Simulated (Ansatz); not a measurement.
A frame of Cu₃P₁₄Pd₂Au from dynamics at 1100 K, with the forces (eV/Å) computed on a k mesh in the last three columns. All numbers below come from DFT PBE, scalar-relativistic, plane waves, PAW in Ansatz 0.2.0.

Settings: cutoff 420 eV, Γ-centred mesh 4×4×4 on the computed 20-atom cell, Fermi–Dirac smearing of 0.09 eV; no spin polarisation.

```xyz
20
Lattice="6.719 0.000 0.135 0.000 6.474 -0.075 0.135 -0.075 6.223" Properties=species:S:1:pos:R:3:forces:R:3 pbc="T T T"
P     3.191    1.281    0.363    0.790    0.440    1.000
P     5.557    3.690    4.777   -0.530   -0.330    0.050
P     5.894    4.239    2.435    0.560    0.270    2.950
P     2.508    0.327    4.391   -0.360   -0.100   -1.350
P     0.385    1.703    0.606   -0.450    1.300    0.590
P     3.773    1.979    3.741    0.760    0.860   -0.150
P     1.645    0.272    2.042    0.780    1.010   -0.920
P     6.473    1.144    4.778    1.210    2.530    0.140
P     2.850    3.545    2.395   -0.240    0.410    0.220
P     0.164    5.974    3.287   -0.060   -0.810   -0.430
P     4.781    0.798    1.798    0.190    0.790    1.030
P     4.038    5.562    2.952   -1.390   -0.260    0.250
P     0.922    4.350    4.543    0.560    0.050    0.460
P     0.940    3.985    1.174    1.500   -0.740   -0.600
Cu    0.835    2.416    3.016   -0.070   -0.180    0.030
Cu    6.349    6.146    0.569    0.870   -1.770    0.100
Cu    1.970    2.605    5.414    1.100    0.210   -0.240
Pd    4.813    6.298    5.107   -2.150   -1.450   -0.120
Pd    2.483    5.433    6.182   -0.700   -1.280   -0.010
Au    4.614    3.828    0.751   -2.380   -0.920   -2.990
```

Static pressure 25.1 GPa (no kinetic part), no gap on the mesh.

Counting as bonded all pairs within 1.2 times the summed covalent radii:

```csv
atom → neighbour,mean count,mean length (Å),spread (Å)
Au → Cu,1.00,2.90,0.00
Au → P,4.00,2.45,0.26
Au → Pd,2.00,3.04,0.11
Cu → Au,0.33,2.90,0.00
Cu → Cu,0.67,2.66,0.00
Cu → P,6.67,2.47,0.17
Cu → Pd,1.00,2.73,0.25
P → Au,0.29,2.45,0.26
P → Cu,1.43,2.47,0.17
P → P,3.14,2.31,0.13
P → Pd,0.86,2.49,0.17
Pd → Au,1.00,3.04,0.11
Pd → Cu,1.50,2.73,0.25
Pd → P,6.00,2.49,0.17
Pd → Pd,1.00,2.71,0.00
```

Angles between all pairs of such bonds at an atom (mean ± spread): 89 ± 31° at Au, 98 ± 34° at Cu, 100 ± 32° at P, 98 ± 33° at Pd.

Spin-orbit coupling is left out, which matters for the bands of heavy elements.

Cost: 1 run of about 3.9 core-minutes, on Arm Neoverse V1 (shared hosts).